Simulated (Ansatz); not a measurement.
C:
Space group P6₃/mmc (No. 194); a = 2.459 Å, b = 2.459 Å, c = 7.316 Å, α = 90.00°, β = 90.00°, γ = 120.00°

```tsv
atom	site	symmetry	x	y	z
C	2b	-6m2	0.0000	0.0000	0.2500
C	2c	-6m2	0.3333	0.6667	0.2500
```

Relaxed at zero pressure with DFT-PBEsol in the program Ansatz with PAW potentials.

The volume is lowered by 3 % and shape and atoms relax at that volume. What pressure results, and how do the axes share the change?

0.3 GPa; a 0.0 %, b 0.0 %, c -3.0 %; the energy rises by 0 meV/atom.

Give the new structure.


Space group P6₃/mmc (No. 194); a = 2.458 Å, b = 2.458 Å, c = 7.100 Å, α = 90.00°, β = 90.00°, γ = 120.00°

| atom | site | symmetry | x | y | z |
|---|---|---|---|---|---|
| C | 2b | -6m2 | 0.0000 | 0.0000 | 0.2500 |
| C | 2c | -6m2 | 0.3333 | 0.6667 | 0.2500 |

The phase is kept; no other phase was compared at this pressure.

Space group P6_3/mmc (graphite). The PBEsol relaxation kept the symmetry of its start. A crystal of weakly bound layers computed without a dispersion correction: the cell and the soft elastic constants depend strongly on that.

Potentials: the later of the program's two PAW sets.
